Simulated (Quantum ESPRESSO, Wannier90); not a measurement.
## Wannier functions of MgSe (rock salt)

```xyz
2
Lattice="0.0000 2.7337 2.7337 2.7337 0.0000 2.7337 2.7337 2.7337 0.0000" Properties=species:S:1:pos:R:3 pbc="T T T"
Mg     0.0000     0.0000     0.0000
Se     2.7337     2.7337     2.7337
```

Structure: Materials Project mp-10760, symmetrised, not relaxed again. COD (Crystallography Open Database) has an entry of this formula and space group (matched by these alone). Method: PBEsol plane waves in Quantum ESPRESSO 7.5 (PseudoDojo norm-conserving files, 69 Ry, no spin polarisation, no spin-orbit coupling), Bloch states on a 10×10×10 mesh through Γ, Wannier90 4.0.1. Density: 10×10×10 mesh, cold smearing 0.01 Ry. Spin-orbit coupling, left out, would split the p-like bands by a few tenths of an eV.

A tight-binding model is made by disentanglement and projection with no localisation steps (num_iter = 0), so the 8 orbitals stay atom-like: hydrogen-like Mg: s;p; Se: s;p, axes along x, y, z; frozen window up to 3.26 eV relative to the valence-band maximum. It follows pw.x to 3.6 meV rms for states up to 2.8 eV relative to the valence-band maximum. Matrix elements depend on this choice of orbitals and windows.

The 20 largest hoppings ⟨m,0|H|n,R⟩ between different sites (one of each Hermitian pair; signs follow the real orbitals' lobes; the list may end inside a set of equal values):

```json
[
 {"m": "Se2 px", "n": "Mg1 px", "R": "0 1 1", "distance of the centres (Å)": "2.73", "t (eV)": "2.715"},
 {"m": "Se2 px", "n": "Mg1 px", "R": "1 0 0", "distance of the centres (Å)": "2.73", "t (eV)": "2.715"},
 {"m": "Se2 py", "n": "Mg1 py", "R": "1 0 1", "distance of the centres (Å)": "2.73", "t (eV)": "2.714"},
 {"m": "Se2 py", "n": "Mg1 py", "R": "0 1 0", "distance of the centres (Å)": "2.73", "t (eV)": "2.714"},
 {"m": "Se2 pz", "n": "Mg1 pz", "R": "0 0 1", "distance of the centres (Å)": "2.73", "t (eV)": "2.714"},
 {"m": "Se2 pz", "n": "Mg1 pz", "R": "1 1 0", "distance of the centres (Å)": "2.73", "t (eV)": "2.714"},
 {"m": "Se2 pz", "n": "Mg1 s", "R": "1 1 0", "distance of the centres (Å)": "2.73", "t (eV)": "-1.841"},
 {"m": "Se2 pz", "n": "Mg1 s", "R": "0 0 1", "distance of the centres (Å)": "2.73", "t (eV)": "1.841"},
 {"m": "Se2 py", "n": "Mg1 s", "R": "0 1 0", "distance of the centres (Å)": "2.73", "t (eV)": "1.841"},
 {"m": "Se2 py", "n": "Mg1 s", "R": "1 0 1", "distance of the centres (Å)": "2.73", "t (eV)": "-1.841"},
 {"m": "Se2 px", "n": "Mg1 s", "R": "0 1 1", "distance of the centres (Å)": "2.73", "t (eV)": "-1.841"},
 {"m": "Se2 px", "n": "Mg1 s", "R": "1 0 0", "distance of the centres (Å)": "2.73", "t (eV)": "1.841"},
 {"m": "Se2 s", "n": "Mg1 px", "R": "0 1 1", "distance of the centres (Å)": "2.73", "t (eV)": "1.539"},
 {"m": "Se2 s", "n": "Mg1 px", "R": "1 0 0", "distance of the centres (Å)": "2.73", "t (eV)": "-1.539"},
 {"m": "Se2 s", "n": "Mg1 py", "R": "1 0 1", "distance of the centres (Å)": "2.73", "t (eV)": "1.539"},
 {"m": "Se2 s", "n": "Mg1 py", "R": "0 1 0", "distance of the centres (Å)": "2.73", "t (eV)": "-1.539"},
 {"m": "Se2 s", "n": "Mg1 pz", "R": "0 0 1", "distance of the centres (Å)": "2.73", "t (eV)": "-1.539"},
 {"m": "Se2 s", "n": "Mg1 pz", "R": "1 1 0", "distance of the centres (Å)": "2.73", "t (eV)": "1.539"},
 {"m": "Se2 s", "n": "Mg1 s", "R": "0 0 1", "distance of the centres (Å)": "2.73", "t (eV)": "-0.887"},
 {"m": "Se2 s", "n": "Mg1 s", "R": "1 1 0", "distance of the centres (Å)": "2.73", "t (eV)": "-0.887"}
]
```
